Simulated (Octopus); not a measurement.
BaTe (Fm-3m, No. 225), cubic lattice constant 7.090 Å. The cell is a database entry, not relaxed again.

Level: LDA. Code: Octopus 16.4. Numerical set-up: grid spacing about 0.16 Å, Γ-centred 4×4×4 k-mesh, Fermi-Dirac smearing of 0.01 eV, no spin polarisation; PseudoDojo 0.4 LDA potentials. Spin-orbit coupling is left out. The cell is scaled uniformly. Energies of the lowest empty band count from each cell's highest valence level among the special points, at Γ; they are Kohn-Sham values at fixed points of the zone. The level at Γ is left out: two levels cross there within the series.

```csv
a (Å),ln(V/V₀),X (eV),L (eV)
6.771,-0.1381,1.190,4.201
6.842,-0.1069,1.269,4.160
6.913,-0.0760,1.342,4.117
6.983,-0.0453,1.410,4.074
7.054,-0.0150,?,?
7.090,0.0000,1.501,4.006
7.161,0.0299,1.555,3.960
```

V₀ is the volume of the database cell.

**Question.** Fit each column by a quadratic in ln V through the rows shown. Give the volume deformation potentials dE/d ln V at the withheld row, and predict that row.

**Answer.** Fits: X: 1.501 +1.88 x −2.7 x²; L: 4.006 −1.52 x −0.8 x², with x = ln(V/V₀). At x = -0.0150 the slopes are +2.0 eV (X), −1.5 eV (L). Predicted against computed: 1.472 against 1.472 eV, 4.029 against 4.029 eV.

The lowest of these levels is that at X in all rows.
